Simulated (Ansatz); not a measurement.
## Deforming La3In

```
CELL_PARAMETERS angstrom
5.08540 0.00000 0.00000
0.00000 5.08540 0.00000
0.00000 0.00000 5.08540
ATOMIC_POSITIONS crystal
La 0.00000 0.50000 0.50000
La 0.50000 0.00000 0.50000
La 0.50000 0.50000 0.00000
In 0.00000 0.00000 0.00000
```

Atom numbers follow the list: La1, La2, La3, In4.

The geometry is COD entry 1538828, unchecked; take it as a test cell.

Spin–orbit coupling is left out, though it moves levels of the heavy atoms by tenths of an eV or more.

All numbers below come from Ansatz 0.2.0, DFT, PBEsol, all-electron LAPW, scalar-relativistic.

The runs use a Γ-centred 7×7×7 k mesh, Fermi–Dirac smearing of 0.05 eV, basis error target 1 meV/atom, no spin polarisation.

The unchanged cell is at -2.63 GPa.

In a metal, stresses and small energies carry noise from the k mesh.

x, y and z are the Cartesian axes of the cell as listed; fractional coordinates follow a strain, and an engineering shear is twice the off-diagonal strain component.

With this change (equal xy, yz and zx engineering shear strains of -2 %), what becomes of the energy and stress?

Energy change +2 meV/atom; stress change (xx, yy, zz, yz, xz, xy) 0.04, 0.04, 0.04, 0.41, 0.41, 0.41 GPa, compression positive.

With this change (equal xy, yz and zx engineering shear strains of -1 %), what becomes of the energy and stress?

Energy change under 1 meV/atom; stress change (xx, yy, zz, yz, xz, xy) 0.01, 0.01, 0.01, 0.20, 0.20, 0.20 GPa, compression positive.

With this change (equal xy, yz and zx engineering shear strains of +1 %), what becomes of the energy and stress?

Energy change under 1 meV/atom; stress change (xx, yy, zz, yz, xz, xy) 0.01, 0.01, 0.01, -0.21, -0.21, -0.21 GPa, compression positive.

With this change (equal xy, yz and zx engineering shear strains of +2 %), what becomes of the energy and stress?

Energy change +2 meV/atom; stress change (xx, yy, zz, yz, xz, xy) 0.04, 0.04, 0.04, -0.43, -0.43, -0.43 GPa, compression positive.
